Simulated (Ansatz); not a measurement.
One crystal and one scan (energy over volume and axial ratio) at two levels, PBEsol (plane waves to 420 eV, PAW, scalar-relativistic; Ansatz, a program for electronic structure) and r2SCAN (plane waves to 500 eV, PAW, scalar-relativistic; Ansatz), each from its own relaxed cell and on its own mesh. The cell shown is that of PBEsol.

ZnS (zinc blende)

```
ZnS
1.0
    0.00000     2.67826     2.67826
    2.67826     0.00000     2.67826
    2.67826     2.67826     0.00000
S Zn
1 1
Direct
  0.25000   0.25000   0.25000
  0.00000   0.00000   0.00000
```

Grid over V/V₀ and (c/a)/(c/a)₀, subscript 0 meaning the relaxed cell; the conventional c axis lies along z; no internal relaxation.

The energy includes the smearing's −TS. ZnS was relaxed with its symmetry unable to fall. Percentages come from the unrounded values.

```csv
quantity,PBEsol,r2SCAN,PBEsol − r2SCAN
Lattice constant a (Å),5.357,5.389,-0.032 (-0.6 %)
"Shear modulus C′ = (C11 − C12)/2 (fit, atoms clamped) (GPa)",21,22,-1 (-2 %)
```

PBEsol gives the lower value for: lattice constant a.

(A scan under strain: stresses follow from slopes of the energy per volume, elastic moduli from its curvatures.)
